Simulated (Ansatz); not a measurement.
From the elastic tensor of Zr2TiC3 to moduli and sound speeds

Theory: DFT PBE, scalar-relativistic, plane waves, PAW (Ansatz 0.2.0). Plane waves to 420 eV; Γ-centred k mesh 16×16×16; Fermi-Dirac smearing of 0.15 eV. No spin polarisation.

Space group I4/mmm (No. 139), tetragonal, a = 3.262 Å, c = 13.753 Å. Zr is surrounded by 6 C at 2.25–2.41 Å and 4 Ti at 3.22 Å; around Ti lie 6 C at 2.22–2.31 Å and 8 Zr at 3.22 Å; C on a site of symmetry 4mm has 1 Ti at 2.22 Å and 5 Zr at 2.31–2.41 Å; C on a site of symmetry 4/mmm is surrounded by 2 Zr at 2.25 Å and 4 Ti at 2.31 Å.

It was reached by relaxing an invented guess, and it needn't be the stable form of this composition. In a metal, frequencies and elastic constants depend on the k mesh and the smearing, soft modes and shear constants most.

Relaxed-ion constants (GPa, on the Cartesian axes of the calculation):
C11 = 439.5, C12 = 126.9, C13 = 104.9, C22 = 439.5, C23 = 104.9, C33 = 466.1, C44 = 152.6, C55 = 152.6, C66 = 172.8 GPa; the others vanish.

Density 6.044 g/cm³; 6 atoms in 73.17 Å³.

- Bulk modulus, Voigt / Reuss / Hill: 224.3 / 224.3 / 224.3 GPa
- Shear modulus, Voigt / Reuss / Hill: 162.8 / 162.1 / 162.5 GPa
- Young's modulus: 393 GPa
- Poisson ratio: 0.208
- Pugh ratio B/G: 1.38 (under 1.75, the rule of thumb for brittle)
- Universal anisotropy index: 0.02
- Longitudinal and transverse sound speeds: 8541 and 5184 m/s
- Debye temperature from the mean sound speed: 741 K
